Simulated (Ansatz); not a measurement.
The start is a relaxed Be cell, doubled along one cell vector, shaken by Gaussian noise of σ = 0.08 Å a coordinate. The cell and all atomic positions are relaxed at zero pressure with PBEsol (plane waves to 420 eV, PAW, scalar-relativistic; Ansatz, a first-principles code). The first steps use a coarse 18×18×9 k-mesh.

Input geometry:
```
CELL_PARAMETERS angstrom
      0.00000     1.57379     1.57379
      1.57379     0.00000     1.57379
      3.14758     3.14758     0.00000
ATOMIC_POSITIONS crystal
  Be 0.46054 0.57831 0.21059
  Be 0.46343 0.50736 0.77363
```

How large is the pressure on the unrelaxed cell, and of which sign?

+4.9 GPa (positive: the cell is compressed).

What is the largest force in the starting geometry, and on which atom (counted from 1)?

1.70 eV/Å, on Be1, Be2 (atoms numbered as listed).

How much energy is released per atom?

0.10 eV/atom.

Does it find its way back to the structure it was made from?

It relaxes back to the parent, Fm-3m (No. 225).

How do the shortest distances between atoms change?

The closest pairs of elements (up to four, under 3.6 Å), start → end: Be–Be 2.01 → 2.23 Å.

What band gap does the relaxed structure have at this level?

Zero (metallic).

It ends as:

Space group Fm-3m (No. 225); a = b = c = 3.148 Å, α = β = γ = 90.00°

```csv
atom,site,symmetry,x,y,z
Be,4a,m-3m,0.0000,0.0000,0.0000
```
(The calculation used a cell of 1 atom; values per cell refer to that cell.)

Final values are on a 25×25×25 k-mesh of the relaxed cell. No spin polarisation in the result.

The run could not lose the symmetry of its start: the end is stationary, and may be a saddle point rather than a minimum.

The relaxed structure here is a generated cell of Be: the first start was made by placing the elements on the sites of a structure type, and the end was not matched to a known phase here, so it may be hypothetical. Known forms of Be include space group No. 194.
